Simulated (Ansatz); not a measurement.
What a trial cell of GaAs4 relaxes into

Computed with DFT PBE, scalar-relativistic, plane waves, PAW (Ansatz 0.2.0). Cutoff 420 eV, Gaussian smearing, Γ-centred meshes. Cell and atoms relax first on a coarse mesh and then on a finer one. In between, the cell is made exact in the group found at 0.06 Å. In metals the finer mesh still leaves noise of several meV/atom or more. The steps can't lower the symmetry of their start. No spin polarisation.

Recipe of this trial structure of GaAs4: random cell by space group and Wyckoff sites (Pm-3m, No. 221). Its size is a rough estimate.

```
Ga As
1.0
     5.09404    0.00000    0.00000
     0.00000    5.09404    0.00000
     0.00000    0.00000    5.09404
Ga As
1 4
Direct
  0.50000 0.50000 0.50000
  0.50000 0.00000 0.00000
  0.00000 0.50000 0.00000
  0.00000 0.00000 0.50000
  0.00000 0.00000 0.00000
```

Formation energies are uncorrected and refer to the elements' standard structures at the same level.

Question: Which structure results?

Answer: The symmetry stays Pm-3m (No. 221). The volume per atom shrinks by 4.8 %, from 26.4 to 25.2 Å³. The shortest distance goes from 2.55 Å (As–As) to 2.51 Å (As–As). Conventional cell: a = 5.010 Å. Around Ga lie 12 As at 3.54 Å (long against covalent radii, as for large ions); As on a site of symmetry 4/mmm is surrounded by 2 As at 2.51 Å, 4 Ga at 3.54 Å and 8 As at 3.54 Å; around As on a site of symmetry m-3m lie 6 As at 2.51 Å.

```cif
data_structure
_symmetry_space_group_name_H-M 'P 1'
_symmetry_Int_Tables_number 1
_cell_length_a 5.0104
_cell_length_b 5.0104
_cell_length_c 5.0104
_cell_angle_alpha 90.000
_cell_angle_beta 90.000
_cell_angle_gamma 90.000
_cell_volume 125.78
loop_
_atom_site_label
_atom_site_type_symbol
_atom_site_fract_x
_atom_site_fract_y
_atom_site_fract_z
_atom_site_occupancy
Ga1 Ga 0.50000 0.50000 0.50000 1
As1 As 0.50000 0.00000 0.00000 1
As2 As 0.00000 0.50000 0.00000 1
As3 As 0.00000 0.00000 0.50000 1
As4 As 0.00000 0.00000 0.00000 1
```

Question: Give its energy and gap.

Answer: The energy over the elements is +0.73 eV/atom and the gap on the 8×8×8 mesh of the 5-atom cell is 0 eV (a metal).

The separate elements lie lower, so it is unstable against them.

The last run used Gaussian smearing of 0.10 eV. An odd number of electrons in the primitive cell allows no gap without spin; a larger cell or a magnetic state could open one. The cell is a metal run without spin; a magnetic state may lie lower. The reference form of As is held partly by dispersion forces, which this level lacks. Symmetry constrained the relaxation, so the result can be a saddle point. Another cell of GaAs4 relaxed alike, in P4/mmm, lies 0.51 eV/atom lower, so this cell isn't the stable form at this level.
